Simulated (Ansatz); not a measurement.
AlCo:
```cif
data_Al4Co4
_chemical_formula_sum 'Al4 Co4'
_space_group_name_H-M_alt 'Cmcm'
_space_group_IT_number 63
_space_group_name_Hall '-C 2c 2'
_cell_length_a 2.66549
_cell_length_b 9.20450
_cell_length_c 3.92186
_cell_angle_alpha 90.000
_cell_angle_beta 90.000
_cell_angle_gamma 90.000
loop_
_atom_site_label
_atom_site_type_symbol
_atom_site_symmetry_multiplicity
_atom_site_Wyckoff_symbol
_atom_site_fract_x
_atom_site_fract_y
_atom_site_fract_z
_atom_site_occupancy
Al1 Al 4 c 0.00000 0.33924 0.25000 1
Co1 Co 4 c 0.00000 0.07078 0.25000 1
```
(The calculation used a cell of 4 atoms; values per cell refer to that cell.)
The run is spin-polarised, in the one order tried: ferromagnetic.

Relaxed at zero pressure with PBEsol (plane waves, PAW; program Ansatz).

Q: The volume is lowered by 6 % and shape and atoms relax at that volume. What pressure results, and how do the axes share the change?

A: 11.8 GPa; a -2.5 %, b -1.8 %, c -1.8 %; the energy rises by 25 meV/atom.

Q: Give the new structure.

A: 
Space group Cmcm (No. 63); a = 2.5976 Å, b = 9.0378 Å, c = 3.8527 Å, α = β = γ = 90.00°

```json
[
 {"atom": "Al", "site": "4c", "symmetry": "m2m", "x": "0.0000", "y": "0.3380", "z": "0.2500"},
 {"atom": "Co", "site": "4c", "symmetry": "m2m", "x": "0.0000", "y": "0.0715", "z": "0.2500"}
]
```

The phase is kept; no other phase was compared at this pressure.

The start of the workflow was typed in or built on a structure type; neither database checked (COD, Materials Project) lists it. Its standing as an ambient phase is unchecked. The PBEsol relaxation kept the symmetry of its start; whether a distortion lowers the energy is not shown. Spin order of the final state: ferromagnetic, the only order run, not a proven ground state. Axis ratios of metals converge slowly with the k-mesh, so a and c are less sure than the volume.

Potentials: the later of the program's two PAW sets.
